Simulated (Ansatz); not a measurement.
Notes on LaCuSeO

```
CELL_PARAMETERS angstrom
4.01860 0.00000 0.00000
0.00000 4.01860 0.00000
0.00000 0.00000 8.69255
ATOMIC_POSITIONS crystal
Cu 0.25000 0.75000 0.50000
Cu 0.75000 0.25000 0.50000
La 0.25000 0.25000 0.13980
La 0.75000 0.75000 0.86020
Se 0.25000 0.25000 0.66980
Se 0.75000 0.75000 0.33020
O 0.25000 0.75000 0.00000
O 0.75000 0.25000 0.00000
```

Level: r2SCAN, collinear spin; 500 eV; 6×6×3 Γ-centred mesh; fermi-dirac occupations (width 0.1 eV); Ansatz 0.2.0, fixed geometry.

The state carries no moments; the state need not be the lowest.

- Formation energy: -2.22 eV an atom against the elements' usual phases (free molecules for gases, crystals otherwise, with no correction for O₂ or N₂), so it is bound against them; other compounds may still compete. Relaxing would lower it.
- Forces: The largest is on La4 (and as large on other atoms): 0.51 eV/Å, components (0.00, 0.00, -0.51). It makes 121° with the line to a nearest neighbour, O7 at 2.35 Å.
- Stress: The pressure is 3.7 GPa (compression positive), so with the atoms held at these fractions the cell would first expand.
- Electronic structure: The gap is 1.87 eV, direct at the points sampled. A semilocal functional usually gives too small a gap.

Origin: a database entry at a rescaled volume. Caveats: the input typed no starting moments; f levels without a U or exact exchange are poorly placed.
